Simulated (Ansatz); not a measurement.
# Ansatz 0.2.0, settings compared: RbSb₄As₃

input.yaml:

```yaml
crystal:
  lattice:
    - [4.567343, 0.0, 0.0]
    - [-2.283671, 3.955438, 0.0]
    - [-2.283671, 1.318479, 12.568899]
  atoms:
    - { symbol: Rb, position: [0.5, 0.5, 0.5] }
    - { symbol: Sb, position: [0.08647, 0.91353, 0.25941] }
    - { symbol: Sb, position: [0.91353, 0.08647, 0.74059] }
    - { symbol: Sb, position: [0.30242, 0.69758, 0.90726] }
    - { symbol: Sb, position: [0.69758, 0.30242, 0.09274] }
    - { symbol: As, position: [0.231, 0.769, 0.693] }
    - { symbol: As, position: [0.769, 0.231, 0.307] }
    - { symbol: As, position: [0.0, 0.0, 0.0] }
  symmetry: { tolerance: 0.0003 }
kpoints:
  mp_grid: { grid: [5, 5, 5], shift: [0, 0, 0] }
magnetization:
  spin_polarized: false
scf:
  occupations: { method: fermi_dirac }
hamiltonian:
  pseudopotentials: { kind: paw }
  xc: pbe
basis:
  ecutwfc: 420
output:
  forces: true
  stress: true
  eigenvalues: true
  write_density: true
  write_potential: true
  elf: true
  volumetric_format: npy
```

Launch command:

```bash
ansatz run input.yaml --threads 1 --pin off --max-ram 2560MiB --backend cpu --events-out ev --progress --plain --runs-dir out
```

Origin of the cell: a known structure type with other elements, at an estimated volume, so it need not be a known compound.

The smearing width isn't typed, so it takes its default of 0.1 eV.

Output of this run (shortened):

```
SCF iter   1: F=—  HF=-43771.756756 eV  Δρ=4.23e-3  dr2=2.61e-1  defer=2
SCF iter   2: F=—  HF=-43771.726770 eV  Δρ=2.28e-3  dr2=2.14e-2  defer=11
SCF iter   3: F=—  HF=-43771.723185 eV  Δρ=1.27e-3  dr2=8.31e-3  defer=11
SCF iter   4: F=—  HF=-43771.721508 eV  Δρ=4.16e-4  dr2=1.43e-3  defer=11
SCF iter   5: F=—  HF=-43771.721285 eV  Δρ=1.04e-4  dr2=8.26e-5  defer=11
SCF iter   6: F=—  HF=-43771.721371 eV  Δρ=1.78e-5  dr2=2.49e-6  defer=11
SCF iter   7: F=—  HF=-43771.721371 eV  Δρ=5.17e-6  dr2=1.03e-7  defer=11
SCF iter   8: F=-43771.721371 eV  HF=-43771.721371 eV  Δρ=1.66e-6  dr2=6.83e-9
SCF 1 converged in 8 iterations: F = -43771.721371 eV  dr2 = 6.83e-9
SCF converged after 8 iterations
Free energy (F): -43771.721371 eV
Harris-Foulkes:  -43771.721371 eV  (|F-HF|=2.91e-9)
Internal energy: -43771.550263 eV  (E = F + TS)
E sigma→0 (E₀):  -43771.635817 eV
Entropy (-TS):   -0.171108 eV (-21.388 meV/atom)
Fermi energy:    9.674263 eV
--- Per-component energies (eV) ---
  E_band       = -1504.414188
  E_kinetic    = 1338.452194
  E_local      = -15073.349763  (includes V_loc(G=0)·N_el)
  E_nonlocal   = -391.911936
  E_hartree    = 7348.687875
  E_xc         = -927.195806
  E_vxc        = -766.155441  (∫ρ·V_xc dr)
  E_paw        = -26419.404843  (= ΣΔE_a)
  E_vpaw       = -1308.822651  (= ΣTr[D̂ρ^β])
  E_aug_tail   = 0.000018  (compensation charges beyond the density's cutoff)
  E_ewald      = -9646.828001
  E_smearing   = -0.171108  (= −TS)
  Σ components = -43771.721371   (vs F -43771.721371, Δ=0.00e0)
--- Forces (eV/Å), atoms counted from 1 ---
  atom   1  Rb     0.000000    -0.000000     0.000000
  atom   2  Sb    -0.000000     0.000000    -0.021012
  atom   3  Sb     0.000000    -0.000000     0.021012
  atom   4  Sb     0.000000    -0.000000     0.221461
  atom   5  Sb    -0.000000     0.000000    -0.221461
  atom   6  As    -0.000000     0.000000    -0.868213
  atom   7  As     0.000000    -0.000000     0.868213
  atom   8  As     0.000000    -0.000000     0.000000
  max |Σ_I F_I| component: 1.57e-16 eV/Å
--- Stress (GPa, compression-positive) ---
        9.255884      -0.000000      -0.000000
       -0.000000       9.255884       0.000000
       -0.000000       0.000000       5.476245
  P = ⅓ Tr σ = 7.9960 GPa (79.960 kbar)
```

The same input was run again with these changes:

1. `scf.mixing.preconditioner` default → kerker_dos
2. `kpoints.mp_grid.grid` [5, 5, 5] → [8, 8, 8]; `kpoints.mp_grid.shift` [0, 0, 0] → [0.5, 0.5, 0.5]
3. `basis.ecutwfc` 420 → "800 eV"; `scf.occupations.width` default → 0.001; `scf.occupations.method` fermi_dirac → gaussian
4. `kpoints.mp_grid.shift` [0, 0, 0] → [0.5, 0.5, 0.5]; `basis.ecutwfc` 420 → "250 eV"

```
 run        end  SCF iterations  P (GPa)  max force component (eV/Å)  gap on mesh (eV)  moment (μB)  ΔE(σ→0) (meV/atom)
base  converged               8     8.00                       0.868              none            –                   0
   1  converged               9     8.00                       0.868              none            –                0.00
   2  converged               8     7.84                       0.962              none            –               -2.11
   3  converged              20     7.90                       0.845              none            –                0.99
   4  converged               8     7.56                       0.959              none            –              822.95
```

Energies are compared only where functional, datasets, charge and starting cell are the same.

Not properties of the system: run 4 (too coarse or loose: `basis.ecutwfc` = "250 eV").

Caveats of the base run: no spin-orbit coupling, though heavy elements are present; the k mesh is coarse if the cell is a metal.

Run 2: the k mesh keeps only part of the crystal's symmetry.
Run 4: the cutoff lies below the datasets' advice; the k mesh keeps only part of the crystal's symmetry.

The base run ran for 12 s on 1 thread of Intel(R) Xeon(R) 6975P-C (Granite Rapids) (shared host), peak memory 0.61 GiB, from the program's own first density.
